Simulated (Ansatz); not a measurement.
ZrO2 in space group Pca2_1 (No. 29; Zr on 4a, O on 4a, O on 4a), PBE in the plane-wave PAW code Ansatz, all energies at zero smearing, with the estimated change up to a 700 eV cutoff added, with one set of potentials and settings (totals compare only within such a set). Cell of 12 atoms (4 Zr, 8 O): -21296.017 eV.

```tsv
element	reference phase	E (eV/atom)
Zr	P6_3/mmc, 2 atoms in the cell	-4183.8611
O	C2/m, 4 atoms in the cell, spin-polarised	-565.0042
```

Formation energy per atom, worked out: (-21296.017 − 4×(-4183.8611) − 8×(-565.0042))/12 = -3.378 eV/atom (-326 kJ per mol of atoms), at 0 K, without zero-point energy or fitted corrections.

The cell was relaxed with PBE under the symmetry of its start. The run is not spin-polarised. The references are the lowest solids computed at this level, not always the standard phases (solids in place of the gases).

Potentials: the earlier of the program's two PAW sets.
